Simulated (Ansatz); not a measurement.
SnBi in space group I-4m2 (No. 119; Sn on 2a, Bi on 2d) at seven volumes, the program Ansatz at the PBEsol level (PAW), shape and atoms relaxed at each. One row is withheld.

```json
[
 {"V (Å³/atom)": "27.259", "P (GPa)": "?"},
 {"V (Å³/atom)": "28.158", "P (GPa)": "3.85"},
 {"V (Å³/atom)": "29.056", "P (GPa)": "1.76"},
 {"V (Å³/atom)": "29.955", "P (GPa)": "0.00"},
 {"V (Å³/atom)": "30.854", "P (GPa)": "-1.48"},
 {"V (Å³/atom)": "31.752", "P (GPa)": "-2.73"},
 {"V (Å³/atom)": "32.651", "P (GPa)": "-3.79"}
]
```

Task: Fit the shown pressures and predict the withheld one.

Result: Third-order Birch–Murnaghan: P = (3/2)B₀(x^(7/2) − x^(5/2))[1 + (3/4)(B′ − 4)(x − 1)] with x = (V₀/V)^(2/3). Least squares on the six rows gives V₀ = 29.956 Å³/atom, B₀ = 53.77 GPa, B′ = 4.68. At V = 27.259, x = 1.0649 and P = 6.33 GPa. The run itself gave 6.33 GPa.

The first step of the workflow began from a Materials Project structure, measured or hypothetical; the Crystallography Open Database copy checked does not list it. With Sn and Bi taken as one species the cell has the higher symmetry I4_1/amd, so it may be an ordered model of a mixed-site phase. Its standing as an ambient phase is unchecked. The PBEsol relaxation kept the symmetry of its start; whether a distortion lowers the energy is not shown. Scalar-relativistic: spin–orbit coupling is off unless named, which matters more the heavier the elements.

Potentials: the later of the program's two PAW sets.
